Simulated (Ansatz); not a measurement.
ZrO$_{2}$ (tetragonal-ZrO2 type, space group P4_2/nmc)

```
CELL_PARAMETERS angstrom
      3.60134     0.00000     0.00000
      0.00000     3.60134     0.00000
      0.00000     0.00000     5.22804
ATOMIC_POSITIONS crystal
  Zr 0.00000 0.00000 0.00000
  Zr 0.50000 0.50000 0.50000
  O  0.00000 0.50000 0.19679
  O  0.00000 0.50000 0.69679
  O  0.50000 0.00000 0.30321
  O  0.50000 0.00000 0.80321
```

E(V) scan at fixed shape, V₀ the volume above. The atoms relax within the cell's symmetry.

These are r2SCAN (plane waves to 500 eV, PAW, scalar-relativistic; Ansatz, a program for electronic structure) values and carry that method's errors. k mesh 10×10×7 (Γ-centred), Fermi-Dirac smearing 0.05 eV. E stands for the smeared free energy. With the shape held, the modulus is that of even scaling; a crystal free to change shape is softer. This is a high-temperature form of ZrO2. ZrO2 is run without spin polarisation. ZrO2 was relaxed with its symmetry unable to fall. The zero of ΔE is the relaxed starting cell.

| V (Å³/atom) | ΔE (meV/atom) |
|---|---|
| 9.493 | 245.4 |
| 9.854 | 146.4 |
| 10.216 | 76.9 |
| 10.578 | 32.0 |
| 10.939 | 7.5 |
| 11.301 | 0.0 |
| 11.663 | 6.6 |
| 12.024 | 25.0 |
| 12.386 | 53.1 |
| 12.748 | 89.3 |
| 13.109 | 132.0 |

Q: What is the fitted pressure derivative B₀′?

A: 4.7.

Q: What bulk modulus at fixed cell shape B₀ follows from a third-order Birch-Murnaghan fit?

A: 194 GPa. Check by three points about V = 11.301 Å³/atom, step 0.362: d²E/dV² ≈ (7.5 − 2·0.0 + 6.6) meV / 0.362² = 0.108 eV/Å⁶, and V·d²E/dV² × 160.2 = 195 GPa.

(Under strain, the slope of the energy per volume gives the stress and its curvature an elastic modulus.)
